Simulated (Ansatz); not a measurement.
Task: Name crystals whose computed values (the program Ansatz at the PBE level (PAW)) fall in these windows: B₀ by P(V) fit (GPa) 72 to 99; gap (eV) 0.82 to 1.0; electron conductivity mass (mₑ) 0.28 to 0.33.

Result: 

```tsv
crystal	B₀ by P(V) fit (GPa)	gap (eV)	electron conductivity mass (mₑ)
AlP, P6_422 (Al on 3c, P on 3d)	90.3	0.95	0.30
AlP, P6_222 (Al on 3d, P on 3c)	90.3	0.95	0.30
```
Others may fit too.

Typed or built starts, not in the databases checked: AlP, P6_422 (Al on 3c, P on 3d); AlP, P6_222 (Al on 3d, P on 3c). Not the usual ambient phase: AlP, P6_422 (Al on 3c, P on 3d); AlP, P6_222 (Al on 3d, P on 3c). All cells were relaxed under the symmetry of their starts (and spin orders); stability against distortions was not tested throughout.

Potentials: the earlier of the program's two PAW sets.
